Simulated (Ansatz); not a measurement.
# Relaxing a structure of GaCuSe2

The start is a generated cell, GaCuSe2 placed in the AFLOW prototype ABC2_hR4_166_a_b_c (F5_1, as in NaCrS2). The cell and all atomic positions are relaxed at zero pressure with r2SCAN (plane waves to 500 eV, PAW, scalar-relativistic; Ansatz, a first-principles code). First-step values are on the input's coarse k-mesh.

Ansatz input (later rounds restart from its end on a renewed k-mesh):
Ansatz 0.2 input:
```yaml
crystal:
  lattice:
    - [1.9011639, 1.0976375, 6.9019503]
    - [-1.9011639, 1.0976375, 6.9019503]
    - [0, -2.1952749, 6.9019503]
  atoms:
    - { symbol: Cu, position: [0, 0, 0] }
    - { symbol: Ga, position: [0.5, 0.5, 0.5] }
    - { symbol: Se, position: [0.2667, 0.2667, 0.2667] }
    - { symbol: Se, position: [0.7333, 0.7333, 0.7333] }
basis: { ecutwfc: 500, ecutrho_ratio: 4, xc_grid: 4, fft_grid_basis: typed }
kpoints: { mp_grid: { grid: [7, 7, 7] } }
hamiltonian:
  xc: r2scan
  dispersion: none
  pseudopotentials: { azcp: { folder: ./paw }, kind: paw }
scf: { occupations: { method: fermi_dirac, width: 0.05 } }
relax: { f_tol: 0.01, max_steps: 100, cell: { stress_tol: 0.02 } }
output: { forces: true, stress: true }
```

Initial pressure: -7 GPa (negative: the cell is under tension)
Outcome: The space group stays R-3m (No. 166) (the run could not lower it); the end is AFLOW prototype ABC2_hR4_166_a_b_c (F5_1, as in NaCrS2), with 4 atoms in the primitive cell
Energy released: 0.22 eV/atom
Volume change: -15.9 %, from 21.60 to 18.18 Å³/atom
Shortest distances (start → end): The closest pairs of elements (up to four, under 3.6 Å), start → end: Cu–Se 2.59 → 2.62 Å; Ga–Se 3.02 → 2.64 Å; Se–Se 3.53 → 3.68 Å
Band gap at the end: no gap (metallic)
Optimiser moves: 10

Relaxed structure:

Space group R-3m, hexagonal axes (No. 166); a = b = 3.720 Å, c = 18.203 Å, α = β = 90.00°, γ = 120.00°

| atom | site | symmetry | x | y | z |
|---|---|---|---|---|---|
| Cu | 3a | -3m | 0.0000 | 0.0000 | 0.0000 |
| Ga | 3b | -3m | 0.0000 | 0.0000 | 0.5000 |
| Se | 6c | 3m | 0.0000 | 0.0000 | 0.2513 |
(The calculation used a cell of 4 atoms; values per cell refer to that cell.)

Final values are on a 15×15×15 k-mesh of the relaxed cell. No spin polarisation in the result.

The run could not lose the symmetry of its start: the end is stationary, and may be a saddle point rather than a minimum.

The relaxed structure here is a generated cell of GaCuSe2: the first start was made by placing the elements on the sites of a structure type, and the end was not matched to a known phase here, so it may be hypothetical. Known forms of GaCuSe2 include space group No. 122.
